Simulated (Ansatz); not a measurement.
# Relaxing an invented ScIn₃As structure

All numbers below come from Ansatz 0.2.0, DFT PBE, scalar-relativistic, plane waves, PAW. Cutoff 420 eV, Gaussian smearing, Γ-centred meshes. Cell and atoms relax first on a coarse mesh, the cell is then made exact in the group found at 0.06 to 0.08 Å, and last on a converged mesh; the steps can't lower the symmetry of their start. No spin polarisation.

The guess for ScIn₃As was proposed by analogy with related compounds (P4/nmm, No. 129). Its size is a guess.

```cif
data_structure
_symmetry_space_group_name_H-M 'P4/nmm:1'
_symmetry_Int_Tables_number 129
_cell_length_a 3.8400
_cell_length_b 3.8400
_cell_length_c 16.0000
_cell_angle_alpha 90.000
_cell_angle_beta 90.000
_cell_angle_gamma 90.000
_cell_volume 235.93
loop_
_atom_site_label
_atom_site_type_symbol
_atom_site_symmetry_multiplicity
_atom_site_Wyckoff_symbol
_atom_site_fract_x
_atom_site_fract_y
_atom_site_fract_z
_atom_site_occupancy
Sc1 Sc 2 c 0.00000 0.50000 0.91500 1
In1 In 2 c 0.50000 0.00000 0.35800 1
In2 In 2 c 0.50000 0.00000 0.54700 1
In3 In 2 c 0.00000 0.50000 0.26300 1
As1 As 2 c 0.50000 0.00000 0.91500 1
```

Energies over the elements count from the elements' standard structures at the same level, with no fitted energy shifts.

Q: Where does the relaxation end?

A: The symmetry stays P4/nmm (No. 129). The volume per atom grows by 12.2 %, from 23.6 to 26.5 Å³. The shortest distance goes from 2.72 Å (Sc–As) to 2.70 Å (Sc–As). The ratio c/a of the conventional cell changes by a factor of 1.17. Conventional cell: a = 3.792 Å, c = 18.411 Å. Sc is surrounded by 5 As at 2.70–2.75 Å, 8 Sc at 3.64–3.79 Å and 4 In at 4.13 Å; In on its first site has 8 In at 3.24–3.37 Å and 5 In at 3.79–3.98 Å; In on its second site is surrounded by 8 In at 3.30–3.37 Å and 6 In at 3.79–3.98 Å; In on its third site is surrounded by 1 As at 2.86 Å, 4 In at 3.24 Å and 5 In at 3.79–3.87 Å; As has 5 Sc at 2.70–2.75 Å and 1 In at 2.86 Å.

```cif
data_structure
_symmetry_space_group_name_H-M 'P4/nmm:1'
_symmetry_Int_Tables_number 129
_cell_length_a 3.7918
_cell_length_b 3.7918
_cell_length_c 18.4113
_cell_angle_alpha 90.000
_cell_angle_beta 90.000
_cell_angle_gamma 90.000
_cell_volume 264.71
loop_
_atom_site_label
_atom_site_type_symbol
_atom_site_symmetry_multiplicity
_atom_site_Wyckoff_symbol
_atom_site_fract_x
_atom_site_fract_y
_atom_site_fract_z
_atom_site_occupancy
Sc1 Sc 2 c 0.00000 0.50000 0.93300 1
In1 In 2 c 0.50000 0.00000 0.33627 1
In2 In 2 c 0.50000 0.00000 0.55245 1
In3 In 2 c 0.00000 0.50000 0.23732 1
As1 As 2 c 0.50000 0.00000 0.91790 1
```

Q: How does it come out in energy, and is it a metal?

A: The formation energy is −0.42 eV/atom and the gap on the 8×8×2 mesh of the 10-atom cell is 0 eV (a metal).

The last run used Gaussian smearing of 0.10 eV. The reference form of As is held partly by dispersion forces, which this level lacks. A later test with randomly moved atoms led to a structure 26 meV/atom lower, so this end is a saddle point or a shallow minimum. Another cell of the same search, in I-4m2, lies 26 meV/atom lower, so this cell isn't the stable form at this level.
